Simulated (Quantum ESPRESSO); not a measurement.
```
CsScW2O8
1.0
    5.92725     0.00000     0.00000
   -2.96362     5.13315     0.00000
    0.00000     0.00000     8.10580
O Sc Cs W
8 1 1 2
Direct
  0.16421   0.83579   0.34343
  0.83579   0.16421   0.65657
  0.16421   0.32842   0.34343
  0.83579   0.67158   0.65657
  0.67158   0.83579   0.34343
  0.32842   0.16421   0.65657
  0.33333   0.66667   0.05411
  0.66667   0.33333   0.94589
  0.00000   0.00000   0.50000
  0.00000   0.00000   0.00000
  0.33333   0.66667   0.27365
  0.66667   0.33333   0.72635
```

The geometry is that of Materials Project entry mp-1213157, symmetrised and not relaxed again.

### Question
What does norm-conserving PBEsol (Quantum ESPRESSO, 84 Ry, no spin-orbit coupling) give for the electronic structure near the Fermi level?

### Answer
The PBEsol gap is indirect, 3.87 eV, from M to Γ; the smallest direct gap is 3.92 eV. Spin-orbit coupling is left out, which matters for elements this heavy: edges can move by tenths of an eV.

The structure is a Materials Project entry; no match was found in the copy of COD used, and its stability was not checked.
